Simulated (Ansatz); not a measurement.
SiO$_{2}$:
```cif
data_O6Si3
_chemical_formula_sum 'Si3 O6'
_space_group_name_H-M_alt 'P3221'
_space_group_IT_number 154
_space_group_name_Hall 'P 32 2"'
_cell_length_a 4.94791
_cell_length_b 4.94791
_cell_length_c 5.44078
_cell_angle_alpha 90.000
_cell_angle_beta 90.000
_cell_angle_gamma 120.000
loop_
_atom_site_label
_atom_site_type_symbol
_atom_site_symmetry_multiplicity
_atom_site_Wyckoff_symbol
_atom_site_fract_x
_atom_site_fract_y
_atom_site_fract_z
_atom_site_occupancy
Si1 Si 3 a 0.52968 0.52968 0.00000 1
O1 O 6 c 0.26699 0.41252 0.21452 1
```

Relaxed with PBEsol.

**Question.** Which orbitals make up the states near the band edges in DFT-PBEsol in the program Ansatz with PAW potentials?

**Answer.** Top 1 eV of the valence band: O 2p 97 %. Bottom 1 eV of the conduction band: Si 3s 46 %, O 2s 23 %, Si 3p 13 %, O 2p 6 %, outside the projected shells 13 %. Projections are on Löwdin-orthogonalised atomic valence shells; empty p or d shells of many metals are not among them.

**Question.** Tabulate the density of states.

**Answer.** States/eV per cell of 9 atoms, in 0.25 eV bins, energy from the valence-band maximum.

```tsv
E (eV)	total	O 2p	Si 3p	O 2s
-7.85	0.37	0.25	0.02	0.02
-7.60	0.78	0.54	0.05	0.04
-7.35	2.82	1.94	0.23	0.14
-7.10	2.83	1.96	0.25	0.14
-6.85	0.82	0.57	0.08	0.03
-6.60	0.56	0.40	0.07	0.02
-6.35	2.91	2.10	0.40	0.10
-6.10	2.33	1.70	0.34	0.07
-5.85	1.61	1.20	0.26	0.04
-5.60	1.05	0.79	0.21	0.01
-5.35	9.76	7.47	2.10	0.03
-5.10	6.04	4.68	1.23	0.03
-4.85	5.56	4.39	1.05	0.04
-4.60	2.57	2.07	0.45	0.01
-4.35	0.01	0.01	0.00	0.00
-4.10	0.00	0.00	0.00	0.00
-3.85	0.00	0.00	0.00	0.00
-3.60	0.00	0.00	0.00	0.00
-3.35	0.11	0.09	0.02	0.01
-3.10	9.00	7.20	1.15	0.49
-2.85	6.36	5.33	0.56	0.31
-2.60	7.21	6.44	0.37	0.21
-2.35	5.64	5.15	0.24	0.11
-2.10	7.88	7.23	0.29	0.17
-1.85	5.65	5.18	0.21	0.11
-1.60	8.67	8.01	0.34	0.14
-1.35	7.56	7.06	0.26	0.08
-1.10	9.10	8.62	0.22	0.10
-0.85	8.16	7.77	0.16	0.09
-0.60	5.95	5.71	0.10	0.06
-0.35	7.54	7.33	0.07	0.04
-0.10	7.17	7.04	0.04	0.03
0.15	0.00	0.00	0.00	0.00
0.40	0.00	0.00	0.00	0.00
0.65	0.00	0.00	0.00	0.00
0.90	0.00	0.00	0.00	0.00
1.15	0.00	0.00	0.00	0.00
1.40	0.00	0.00	0.00	0.00
1.65	0.00	0.00	0.00	0.00
1.90	0.00	0.00	0.00	0.00
2.15	0.00	0.00	0.00	0.00
2.40	0.00	0.00	0.00	0.00
2.65	0.00	0.00	0.00	0.00
2.90	0.00	0.00	0.00	0.00
3.15	0.00	0.00	0.00	0.00
3.40	0.00	0.00	0.00	0.00
3.65	0.00	0.00	0.00	0.00
3.90	0.00	0.00	0.00	0.00
4.15	0.00	0.00	0.00	0.00
4.40	0.00	0.00	0.00	0.00
4.65	0.00	0.00	0.00	0.00
4.90	0.00	0.00	0.00	0.00
5.15	0.00	0.00	0.00	0.00
5.40	0.00	0.00	0.00	0.00
5.65	0.00	0.00	0.00	0.00
5.90	0.09	0.00	0.00	0.02
6.15	0.20	0.01	0.02	0.05
6.40	0.29	0.02	0.04	0.07
6.65	0.38	0.03	0.06	0.09
6.90	0.48	0.04	0.10	0.11
7.15	0.60	0.05	0.14	0.13
7.40	0.75	0.07	0.19	0.16
7.65	0.95	0.09	0.26	0.20
7.90	1.34	0.13	0.39	0.28
8.15	1.52	0.15	0.45	0.32
8.40	1.74	0.17	0.50	0.37
8.65	0.95	0.09	0.33	0.19
8.90	6.03	0.49	2.79	0.95
9.15	5.72	0.40	2.93	0.76
9.40	4.98	0.41	2.65	0.62
9.65	5.57	0.55	3.01	0.60
9.90	5.48	0.57	2.99	0.56
10.15	5.61	0.63	2.88	0.44
10.40	6.54	0.77	3.43	0.47
```

Space group P3_221. The cell was relaxed with PBEsol under the symmetry of its start.

Potentials: the later of the program's two PAW sets.
